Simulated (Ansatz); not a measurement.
Mg (hcp (Mg type), space group No. 194) at seven volumes, PBE (plane waves, PAW; program Ansatz), shape and atoms relaxed at each. One row is withheld.

```csv
V (Å³/atom),P (GPa)
20.871,4.09
21.559,2.52
22.247,?
22.935,0.00
23.623,-1.00
24.311,-1.86
24.999,-2.60
```

Question: Fit the shown pressures and predict the withheld one.

Answer: P = (3/2)B₀(x^(7/2) − x^(5/2))[1 + (3/4)(B′ − 4)(x − 1)] with x = (V₀/V)^(2/3). Least squares on the six rows gives V₀ = 22.936 Å³/atom, B₀ = 35.9 GPa, B′ = 4.01. At V = 22.247, x = 1.0205 and P = 1.16 GPa. The run itself gave 1.16 GPa.

Space group P6_3/mmc (hcp (Mg type)). Symmetry was held in the PBE relaxation.

Potentials: the earlier of the program's two PAW sets.
